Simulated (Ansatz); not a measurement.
Diamond alloy of Si and Ge (24 of 64 Si sites exchanged), 64 atoms

Level of theory: DFT, PBEsol, PAW, plane waves (Ansatz).

Command:

```sh
ansatz run in.yaml --threads 7 --pin off --max-ram 26600MiB --runs-dir r --events-out ev --progress --plain
```

The input less its lattice and atoms:

```yaml
crystal:
  symmetry: { detect: false }
kpoints:
  mp_grid: { grid: [1, 1, 1], shift: [0.25, 0.25, 0.25] }
hamiltonian:
  xc: pbesol
scf:
  occupations: { method: fermi_dirac, width: 0.01 }
relax:
  f_tol: 0.03
  max_steps: 80
  escape_saddle: false
  adjacent_minimum: "off"
  cell: { fix: [shape] }
output:
  forces: true
  eigenvalues: true
  populations: true
```

Start:

```xyz
64
Lattice="11.0501 0.0000 0.0000 0.0000 11.0501 0.0000 0.0000 0.0000 11.0501" Properties=species:S:1:pos:R:3 pbc="T T T"
Si    0.0138    0.0180   11.0411
Si    0.0032    0.0322    5.5416
Si   11.0196    5.5239    0.0260
Si   11.0429    5.5490    5.5267
Si    5.5213   11.0403    5.5085
Si    5.5307    5.5430   11.0211
Si    1.3894    1.3721    1.3772
Si    1.3628    1.4005    6.9048
Si    1.3949    6.9566    6.9069
Si    6.9286    1.4188    6.8809
Si    6.9199    6.9079    1.3812
Si    2.7690    2.7611   11.0135
Si    2.7697    2.8043    5.4759
Si    2.7339    8.3093    0.0063
Si    8.2629    2.7848    5.4780
Si    4.1338    4.1155    1.3629
Si    4.1125    4.1681    6.8670
Si    4.1391    9.6542    1.4004
Si    4.1283    9.6952    6.9127
Si    9.6890    4.1277    6.8821
Si    9.6596    9.6851    6.9066
Si    2.7802   11.0096    2.7256
Si    2.7622    0.0056    8.2961
Si    2.8073    5.5241    2.7605
Si    2.7883    5.5530    8.2641
Si    8.3080    0.0037    8.3113
Si    4.1541    1.3671    4.0990
Si    4.1773    1.4039    9.6370
Si    4.1572    6.9227    9.6575
Si    9.6647    1.4019    4.1365
Si    9.6347    1.3956    9.6603
Si    9.6865    6.9162    9.6406
Si    0.0025    2.8061    2.7913
Si   11.0289    2.7448    8.2989
Si    0.0310    8.2676    8.2966
Si    5.5318    2.7859    8.3116
Si    5.5245    8.2975    2.7351
Si    1.3915    4.1759    4.1350
Si    1.3820    4.1328    9.6673
Si    1.3675    9.6712    9.6710
Ge    5.5520    0.0039   11.0488
Ge    5.5644    5.5226    5.5720
Ge    1.3643    6.9175    1.4116
Ge    6.8898    1.4035    1.3922
Ge    6.8962    6.8883    6.9108
Ge    2.7620    8.2900    5.5121
Ge    8.2732    2.7404   11.0237
Ge    8.2717    8.2813    0.0073
Ge    8.2911    8.3059    5.5236
Ge    9.6826    4.1482    1.3892
Ge    9.6581    9.6470    1.3907
Ge    8.2734   11.0391    2.7399
Ge    8.2645    5.5143    2.7652
Ge    8.2784    5.5347    8.2700
Ge    4.1432    6.9016    4.1279
Ge    9.6645    6.9125    4.1672
Ge    0.0274    8.2884    2.7619
Ge    5.4738    2.8104    2.7514
Ge    5.5042    8.2872    8.2959
Ge    1.3575    9.6617    4.1351
Ge    6.9330    4.1439    4.1261
Ge    6.9403    4.1316    9.6498
Ge    6.9072    9.6753    4.1791
Ge    6.9043    9.6426    9.6998
```

Steps:

| step | energy less the first (eV) | largest force component (eV/Å) | pressure (GPa) |
| --- | --- | --- | --- |
| start | 0.000 | 1.030 | -0.24 |
| 1 | -1.069 | 0.216 | 0.00 |
| 2 | -1.114 | 0.023 | 0.01 |
| 3 | -1.113 | 0.023 | 0.01 |

A structure on the way, about -1.07 eV from the start:

```
Si Ge
1.0
    11.03203    0.00000    0.00000
     0.00000   11.03203    0.00000
     0.00000    0.00000   11.03203
Si Ge
40 24
Direct
  0.00448 0.00407 0.99609
  0.00052 0.00495 0.50401
  0.00331 0.49844 0.99523
  0.00486 0.49678 0.50313
  0.49664 0.00457 0.50239
  0.49521 0.50100 0.00015
  0.12704 0.12598 0.12263
  0.12534 0.12642 0.62633
  0.12452 0.62416 0.62890
  0.62470 0.12628 0.62568
  0.62076 0.62535 0.12285
  0.24852 0.25027 0.99708
  0.24769 0.24932 0.50141
  0.25033 0.75308 0.99663
  0.75230 0.24702 0.50235
  0.37042 0.37510 0.12168
  0.36938 0.37221 0.62713
  0.37117 0.87560 0.12506
  0.37247 0.88124 0.62541
  0.87948 0.37196 0.62310
  0.88015 0.87875 0.62845
  0.25079 0.00283 0.24699
  0.24833 0.00236 0.74906
  0.24863 0.49601 0.24886
  0.24836 0.49869 0.75027
  0.75380 0.00354 0.74721
  0.37035 0.12466 0.37718
  0.37128 0.12775 0.87134
  0.37061 0.62310 0.87563
  0.88016 0.12879 0.37837
  0.87914 0.12437 0.87053
  0.88148 0.62475 0.87321
  0.00547 0.24861 0.25157
  0.00180 0.24977 0.74867
  0.00337 0.75119 0.75080
  0.49581 0.24828 0.74745
  0.49695 0.75130 0.24554
  0.12704 0.37364 0.37608
  0.12582 0.37351 0.87295
  0.12650 0.87753 0.87373
  0.49426 0.00144 0.99763
  0.49664 0.49706 0.50370
  0.12811 0.62393 0.12102
  0.62345 0.12632 0.12421
  0.62377 0.62483 0.62656
  0.24849 0.75060 0.50359
  0.75300 0.24799 0.99501
  0.75084 0.74712 0.99753
  0.75282 0.75465 0.50304
  0.88208 0.37426 0.12370
  0.87824 0.87847 0.12117
  0.75342 0.00379 0.25289
  0.74840 0.50016 0.24753
  0.75515 0.49860 0.74922
  0.37273 0.62402 0.37124
  0.87880 0.62263 0.37908
  0.00360 0.75070 0.24945
  0.49221 0.25113 0.24991
  0.49268 0.75113 0.75075
  0.12527 0.88156 0.37625
  0.62707 0.37134 0.37762
  0.62047 0.37480 0.87291
  0.61984 0.87757 0.37681
  0.62624 0.87806 0.87218
```

End:

```
Si Ge
1.0
    11.03124    0.00000    0.00000
     0.00000   11.03124    0.00000
     0.00000    0.00000   11.03124
Si Ge
40 24
Cartesian
  0.0435 0.0323 10.9911
  0.0016 0.0497 5.5531
  0.0267 5.5088 10.9734
  0.0388 5.4811 5.5381
  5.4866 0.0374 5.5351
  5.4632 5.5337 0.0062
  1.3996 1.3936 1.3693
  1.3851 1.3988 6.9038
  1.3674 6.8796 6.9273
  6.9033 1.3876 6.8905
  6.8444 6.8975 1.3554
  2.7415 2.7689 11.0064
  2.7400 2.7498 5.5187
  2.7649 8.2954 11.0045
  8.3060 2.7401 5.5417
  4.0946 4.1473 1.3485
  4.0914 4.1089 6.9109
  4.1040 9.6437 1.3776
  4.1240 9.7158 6.9074
  9.6928 4.1068 6.8818
  9.6985 9.7012 6.9271
  2.7733 0.0265 2.7346
  2.7388 0.0216 8.2642
  2.7376 5.4689 2.7359
  2.7428 5.5023 8.2810
  8.3034 0.0350 8.2476
  4.0981 1.3737 4.1600
  4.0956 1.4027 9.6238
  4.0943 6.8868 9.6623
  9.6982 1.4175 4.1815
  9.6967 1.3724 9.6086
  9.7092 6.8989 9.6443
  0.0437 2.7465 2.7812
  0.0188 2.7564 8.2597
  0.0182 8.2902 8.2804
  5.4778 2.7323 8.2397
  5.4942 8.2786 2.7066
  1.3981 4.1291 4.1460
  1.3782 4.1291 9.6329
  1.4006 9.6688 9.6400
  5.4607 0.0025 11.0115
  5.4885 5.4844 5.5356
  1.4073 6.8730 1.3357
  6.8801 1.3854 1.3755
  6.8916 6.9043 6.9026
  2.7560 8.2892 5.5525
  8.2977 2.7383 10.9913
  8.2773 8.2372 11.0126
  8.3027 8.3254 5.5495
  9.7101 4.1397 1.3667
  9.6798 9.6871 1.3456
  8.3065 0.0447 2.7951
  8.2517 5.5316 2.7342
  8.3283 5.5120 8.2687
  4.1186 6.8829 4.0873
  9.6829 6.8797 4.1686
  0.0298 8.2793 2.7512
  5.4484 2.7629 2.7568
  5.4559 8.2843 8.2749
  1.3812 9.7232 4.1499
  6.9117 4.0976 4.1580
  6.8434 4.1416 9.6359
  6.8431 9.6653 4.1342
  6.9142 9.6787 9.6160
```

Self-consistency was reached.

Time: 4.8 min of wall time on 7 threads of a Neoverse-V2 processor, on a host shared with other runs; peak host memory 2.5 GiB.

(1) How much energy did the relaxation gain, and which atom moved most?

Results:

(1) 1.11 eV in 3 steps, from a start with small random displacements; atom 3 (Si) moved 0.10 Å, the median atom 0.06 Å (drift of the whole cell removed).
